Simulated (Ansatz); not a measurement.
Os (fcc, Cu type)

```xyz
1
Lattice="0.0000 1.9012 1.9012 1.9012 0.0000 1.9012 1.9012 1.9012 0.0000" Properties=species:S:1:pos:R:3 pbc="T T T"
Os     0.0000     0.0000     0.0000
```

Method: LDA (plane waves to 420 eV, PAW, scalar-relativistic; Ansatz, a program for electronic structure). Harmonic phonons by density-functional perturbation theory on a 22×22×22 k mesh, in cm⁻¹ and rounded to 5; i marks imaginary ones, q is in fractions of the reciprocal vectors of the cell shown, and the three acoustic modes at Γ are left out. Os is run without spin polarisation. Os was relaxed with its symmetry unable to fall. Spin-orbit coupling is left out, though Os is heavy. This is one of several known forms of Os; the measured ambient cells at hand have space group No. 194.

**Question.** Is the structure dynamically stable at L = (0.5, 0.0, 0.0), X = (0.5, 0.5, 0.0)?

**Answer.** No imaginary mode at these points (lowest 115 cm⁻¹ at L = (0.5, 0.0, 0.0)); other wave vectors were not tested.

**Question.** Predict the phonon wavenumbers at L = (0.5, 0.0, 0.0), X = (0.5, 0.5, 0.0).

**Answer.** 
```
q                    wavenumbers (cm⁻¹)
-------------------  ------------------
L = (0.5, 0.0, 0.0)       115 (×2), 185
X = (0.5, 0.5, 0.0)       130 (×2), 140
```
